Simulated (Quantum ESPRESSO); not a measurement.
Band energies of PNO

```xyz
6
Lattice="-2.2238 2.3886 3.5022 2.2238 -2.3886 3.5022 2.2238 2.3886 -3.5022" Properties=species:S:1:pos:R:3 pbc="T T T"
N      0.0000     0.0000     0.0000
N      0.9603     0.0000     3.5022
O      2.7039    -0.6073     1.7511
O      0.4802     2.9958     1.7511
P      1.5921     1.1943     4.2785
P      1.5921    -1.1943     2.7259
```

LDA (Quantum ESPRESSO, PseudoDojo norm-conserving, 84 Ry, no spin-orbit coupling); path ΓXLTWRX1ZΓYSW,L1Y,Y1Z; energies in eV from the valence-band maximum.

```
k (1/Å)  point  band 12  band 13  band 14  band 15  band 16  band 17  band 18  band 19
-------  -----  -------  -------  -------  -------  -------  -------  -------  -------
0.00         Γ    -3.18    -2.04    -1.89    -1.15    -0.42     5.11     5.42     6.98
0.40              -3.28    -2.11    -1.79    -1.38    -0.50     5.70     6.37     7.16
0.79              -3.30    -2.49    -2.00    -1.50    -0.40     6.54     6.70     7.65
0.99         X    -3.28    -2.53    -2.37    -1.60    -0.24     6.62     6.90     7.93
0.99         L    -3.18    -2.36    -1.89    -1.66    -0.32     6.19     6.90     7.18
1.20              -3.50    -2.17    -1.69    -1.32    -0.47     5.99     6.78     7.05
1.41         T    -3.78    -2.12    -1.64    -1.08    -0.59     5.88     6.77     7.08
1.63              -3.71    -2.12    -1.76    -1.02    -0.67     5.95     6.54     7.20
1.86         W    -3.72    -2.00    -2.00    -0.86    -0.86     6.19     6.19     7.46
2.08              -3.61    -2.07    -1.89    -1.31    -0.49     6.03     6.65     7.17
2.52         R    -3.66    -2.46    -1.52    -1.48    -0.50     6.57     6.98     7.16
2.69              -3.54    -2.48    -1.70    -1.48    -0.46     6.60     6.94     7.24
3.05        X1    -3.28    -2.53    -2.37    -1.60    -0.24     6.62     6.90     7.93
3.47         Z    -3.34    -2.86    -2.49    -1.88     0.00     6.61     6.97     7.90
4.01              -3.08    -2.46    -1.92    -1.61    -0.29     5.66     6.32     6.84
4.37         Γ    -3.18    -2.04    -1.89    -1.15    -0.42     5.11     5.42     6.98
4.85              -3.08    -1.98    -1.98    -1.04    -0.77     5.32     6.10     6.82
5.17              -2.76    -2.36    -1.98    -1.65    -0.59     5.38     6.82     7.65
5.33         Y    -2.72    -2.63    -2.17    -1.94    -0.30     5.78     7.19     7.53
5.46              -2.70    -2.52    -2.07    -1.79    -0.43     5.61     7.01     7.59
5.87         S    -2.84    -2.42    -2.08    -1.11    -0.73     5.64     6.68     7.21
6.15              -2.96    -2.26    -2.07    -1.03    -0.78     5.80     6.50     7.01
6.44              -3.44    -2.04    -2.02    -0.89    -0.84     6.08     6.28     7.19
6.58         W    -3.72    -2.00    -2.00    -0.86    -0.86     6.19     6.19     7.46
6.58        L1    -3.18    -2.36    -1.89    -1.66    -0.32     6.19     6.90     7.18
6.72              -2.98    -2.46    -2.04    -1.77    -0.31     6.03     7.01     7.30
7.00         Y    -2.72    -2.63    -2.17    -1.94    -0.30     5.78     7.19     7.53
7.00        Y1    -2.72    -2.63    -2.17    -1.94    -0.30     5.78     7.19     7.53
7.35         Z    -3.34    -2.86    -2.49    -1.88     0.00     6.61     6.97     7.90
```

The LDA gap is indirect, 5.11 eV, from Z to Γ; the smallest direct gap is 5.54 eV.

Geometry of the Materials Project entry, not relaxed at this level.

The structure is a Materials Project entry; no match was found in the copy of COD used, and its stability was not checked.

Letters of k points follow the standard setting of the lattice, whose axes may be ordered differently from the printed cell.
